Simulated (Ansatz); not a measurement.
TiP:
```
TiP
1.0
    3.03854     0.00000     0.00000
    0.00000     3.03854     0.00000
    0.00000     0.00000     3.03854
Ti P
1 1
Cartesian
  0.00000   0.00000   0.00000
  1.51927   1.51927   1.51927
```

Relaxed with PBEsol. Special points in fractions of this cell's reciprocal vectors: Γ (0.000, 0.000, 0.000); X (0.000, 0.500, 0.000); M (0.500, 0.500, 0.000); R (0.500, 0.500, 0.500).

Question: List the band energies nearest the Fermi level at these points for PBEsol in the plane-wave PAW code Ansatz.

Answer: In eV from the Fermi level; about four levels below and three above (degenerate sets whole), none deeper than 8.9 eV; points with the same levels are listed once.

```
k                    below                above
-  -----------------------  -------------------
Γ              -1.61 -1.61       0.83 0.83 0.83
X  -7.01 -1.09 -1.09 -0.47  2.51 3.34 6.08 6.08
M        -4.45 -4.45 -1.47       0.83 0.83 2.93
R  -7.18 -5.26 -5.26 -5.26       3.29 3.29 3.29
```

Space group Pm-3m (CsCl type). The cell is a constructed one: a structure type filled with these elements; neither database checked (COD, Materials Project) lists it. COD files the formula under space group No. 194. Whether it is the stable phase at ambient conditions was not checked. The cell was relaxed with PBEsol under the symmetry of its start. At this level the phase is mechanically unstable. The run is not spin-polarised.

Potentials: the earlier of the program's two PAW sets. The files were generated under PBE; for other functionals the program regenerates the frozen cores, and for LDA and PBEsol the local potential too.
